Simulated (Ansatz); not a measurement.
Relaxed-ion elastic tensor of Ag in space group P6/mmm (No. 191; Ag on 2e, Ag on 2d, Ag on 3f) in GPa (Voigt order), DFT-PBEsol in the program Ansatz with PAW potentials; density 10.17 g/cm³, 17.61 Å³ per atom.

```
  161   92.0   59.5    0.0    0.0    0.0
 92.0    161   59.5    0.0    0.0    0.0
 59.5   59.5    200    0.0    0.0    0.0
  0.0    0.0    0.0  -60.8    0.0    0.0
  0.0    0.0    0.0    0.0  -60.8    0.0
  0.0    0.0    0.0    0.0    0.0   34.6
```

Problem. Is the crystal mechanically stable?

Solution. No: the smallest eigenvalue of C is -60.8 GPa.

The start of the workflow was typed in or built on a structure type; neither database checked (COD, Materials Project) lists it. It is not the phase usual at ambient conditions (space group No. 225). The PBEsol relaxation kept the symmetry of its start. At this level the phase is mechanically unstable. No spin polarisation was allowed. As this level gives no gap, shear constants depend on the k-mesh and smearing (Fermi–Dirac, 0.1 eV here).

Potentials: the earlier of the program's two PAW sets. The files were generated under PBE; for other functionals the program regenerates the frozen cores, and for LDA and PBEsol the local potential too.
